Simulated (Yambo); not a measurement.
Yambo run on SiO2 (space group Fddd, No. 70). The wavefunctions are norm-conserving LDA (Quantum ESPRESSO, 84 Ry, no spin-orbit coupling) ones on a 4×4×4 mesh (32 occupied bands); a = 8.7438 Å, b = 7.7316 Å, c = 5.2736 Å, α = 82.15°, β = 61.16°, γ = 36.69°.

Yambo input:

```
rim_cut
HF_and_locXC
RandQpts= 1000000
RandGvec= 1 Ry
EXXRLvcs= 84 Ry
VXCRLvcs= 336 Ry
% QPkrange
 1 | 1 | 32 | 33 |
 3 | 3 | 32 | 33 |
 7 | 7 | 32 | 33 |
 16 | 16 | 32 | 33 |
 18 | 18 | 32 | 33 |
%
```

k points by index: 1 = Γ, 3 = (0, 0, -0.5), 7 = (0, -0.5, -0.5), 16 = (-0.5, 0, -0.5), 18 = (-0.5, -0.5, 0).

Table of the .hf output:

```
#    K-point    Band    Eo [eV]    Ehf [eV]    Vxc [eV]    Vnlxc [eV]
#
    1    32    0.000000    -5.865016    -19.68476    -25.54978
    1    33    5.578601    10.19616    -10.50507    -5.887504
    3    32    -0.264204    -6.191454    -19.64935    -25.57660
    3    33    7.987142    13.16667    -11.46519    -6.285667
    7    32    -0.119002    -6.050061    -19.62015    -25.55121
    7    33    8.052807    13.54632    -12.49681    -7.003292
    16    32    -0.262220    -6.205510    -19.35838    -25.30167
    16    33    7.732704    12.88142    -12.26068    -7.111967
    18    32    -0.168744    -6.012466    -19.65153    -25.49525
    18    33    6.712505    11.48190    -11.32688    -6.557489
```
Exchange alone, without screening.

Geometry of the Materials Project entry, not relaxed at this level.

This is not the ordinary phase of the substance; no match was found in the copy of COD used, and its stability was not checked.
